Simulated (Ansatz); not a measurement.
ZrB2 in space group P6/mmm (No. 191; Zr on 1a, B on 2d) at seven volumes, PBE in the plane-wave PAW code Ansatz, shape and atoms relaxed at each. One row is withheld.

```csv
V (Å³/atom),P (GPa)
9.357,27.00
9.666,16.63
9.974,?
10.283,0.00
10.591,-6.63
10.899,-12.35
11.208,-17.28
```

Task: Fit the shown pressures and predict the withheld one.

Result: P = (3/2)B₀(x^(7/2) − x^(5/2))[1 + (3/4)(B′ − 4)(x − 1)] with x = (V₀/V)^(2/3). Least squares on the six rows gives V₀ = 10.283 Å³/atom, B₀ = 238 GPa, B′ = 3.93. At V = 9.974, x = 1.0205 and P = 7.71 GPa. The run itself gave 7.70 GPa.

The PBE relaxation kept the symmetry of its start; phonons on a q-mesh show no instability. No spin polarisation was allowed.

Potentials: the later of the program's two PAW sets.
